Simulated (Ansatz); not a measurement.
The elements of this relaxed trial crystal are hidden behind letters.

```
lattice vectors (Å)
   0.0000    3.5811    3.5811
   3.5811    0.0000    3.5811
   3.5811    3.5811    0.0000
fractional positions
X 0.0000 0.0000 0.0000
Z 0.2500 0.2500 0.2500
Z 0.7500 0.7500 0.7500
Z 0.5000 0.5000 0.5000
```

Method: DFT PBE, scalar-relativistic, plane waves, PAW in Ansatz 0.2.0. Cutoff 420 eV, Γ-centred 12×12×12 mesh (4-atom cell), Gaussian smearing of 0.10 eV, no spin polarisation.

```
Space group                                 : Fm-3m (No. 225)
Conventional cell                           : a = 7.162 Å
Volume per atom                             : 22.96 Å³
Density                                     : 4.07 g/cm³
Formation energy                            : −0.40 eV/atom
Gap on the 12×12×12 mesh of the 4-atom cell : 0 eV (a metal)
```

Energies are uncorrected and count from the elements' standard states at the same level.

Question: X is a p-block element of period 5 and Z is a p-block element of period 3. Which elements are they?

Answer: X = Sn, Z = Cl, so the formula is SnCl3, here in the BiF3 (D0_3) type. Density times volume gives a mean mass of 4.07 × 22.96/1.6605 = 56.3 u per atom, and this set has 56.3 u. Among the elements that the hints allow, noble gases aside, only these give it. Around Sn lie 8 Cl at 3.10 Å and 6 Cl at 3.58 Å; around Cl on a site of symmetry -43m lie 4 Cl at 3.10 Å, 4 Sn at 3.10 Å and 6 Cl at 3.58 Å; around Cl on a site of symmetry m-3m lie 8 Cl at 3.10 Å and 6 Sn at 3.58 Å (long against covalent radii, as for large ions).

An odd number of electrons in the primitive cell allows no gap without spin; a larger cell or a magnetic state could open one. The cell is a metal run without spin; a magnetic state may lie lower. Symmetry constrained the relaxation, so the result can be a saddle point. Another cell of SnCl3 relaxed alike, in Pm-3m, lies 0.49 eV/atom lower, so this cell isn't the stable form at this level.
